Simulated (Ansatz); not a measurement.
**TiAl$_{3}$: one input, then a changed one**

The cell is the one relaxed in the Materials Project (mp-542915), not relaxed further here; entries there can be hypothetical.

First run: DFT, PBE, all-electron LAPW, scalar-relativistic (Ansatz 0.2.0).

Command: `ansatz run input.yaml --threads 1 --pin off --max-ram 4096MiB --backend cpu --events-out ev --progress --plain --runs-dir out` The run took 65 s on 1 thread of Intel(R) Xeon(R) 6975P-C (Granite Rapids) (shared host).

```yaml
crystal:
  lattice:
    - [-1.9111067713, 1.9111067713, 4.2806687947]
    - [1.9111067713, -1.9111067713, 4.2806687947]
    - [1.9111067713, 1.9111067713, -4.2806687947]
  atoms:
    - { symbol: Ti, position: [0.0, 0.0, 0.0] }
    - { symbol: Al, position: [0.5, 0.5, 0.0] }
    - { symbol: Al, position: [0.75, 0.25, 0.5] }
    - { symbol: Al, position: [0.25, 0.75, 0.5] }
kpoints:
  mp_grid: { grid: [15, 15, 15] }
  band_path:
    path:
      - [0.0, 0.0, 0.0]
      - [0.0, 0.0, 0.5]
      - [0.25, 0.25, 0.25]
      - [0.0, 0.5, 0.0]
      - [0.0, 0.0, 0.0]
      - [0.5, 0.5, -0.5]
      - [0.2998295147, 0.7001704853, -0.2998295147]
      - [-0.2998295147, 0.2998295147, 0.2998295147]
      - [0.0, 0.0, 0.0]
    npoints: 14
scf:
  occupations: { method: fermi_dirac, width: 0.05 }
hamiltonian:
  xc: pbe
  pseudopotentials: { kind: all_electron, lapw: { basis_error: 0.0005 } }
output:
  forces: true
  stress: true
  eigenvalues: true
  populations: true
  dos: { projected: true, de: 0.2, e_range: [-14, 8] }
```

Result: converged; pressure 2.05 GPa; 9 SCF iterations.

Spin polarisation is left out, and whether a magnetic state lies lower isn't shown here.

A second run of a changed input logged this at its end:

```
  atom   4  Al     0.00000000     0.00000000    -0.00000000
  max |Σ_I F_I| component: 9.37e-25 eV/Å
--- Stress (GPa, compression-positive) ---
      -10.831934       0.000000       0.000000
        0.000000     -10.831934       0.000000
        0.000000       0.000000      22.958534
  P = ⅓ Tr σ = 0.4316 GPa (4.316 kbar)
--- Band table (eV) ---
  k-point 0: bands = ["-91.9929", "-91.5300", "-91.5257", "-53.4780", "-53.4780", "-53.4521", "-52.9848", "-52.9839", "-52.9839", "-52.9809", "-52.9625", "-52.9625", "-43.9248", "-20.5277", "-20.1530", "-20.1530", "1.1034", "8.5901", "8.6046", "10.1313", "10.1313", "10.4907", "13.1157", "13.1678", "13.1678", "13.3359", "13.7032"]
--- Löwdin populations: 4 sites ---
  site symbol       q [e]
     0     Ti     22.6543
     1     Al     12.2065
     2     Al     12.9592
     3     Al     12.9592
  spilling = 0.003620 (of n_electrons = 61.000000)
```

**Question.** What was wrong with the input?

**Answer.** One k-point for a small cell, by this change (others could give a like log):
```diff
@@ -10,5 +10,5 @@
     - { symbol: Al, position: [0.25, 0.75, 0.5] }
 kpoints:
-  mp_grid: { grid: [15, 15, 15] }
+  mp_grid: { grid: [1, 1, 1] }
   band_path:
     path:
@@ -25,4 +25,5 @@
 scf:
   occupations: { method: fermi_dirac, width: 0.05 }
+  max_iter: 75
 hamiltonian:
   xc: pbe
@@ -33,4 +34,3 @@
   eigenvalues: true
   populations: true
-  dos: { projected: true, de: 0.2, e_range: [-14, 8] }
```
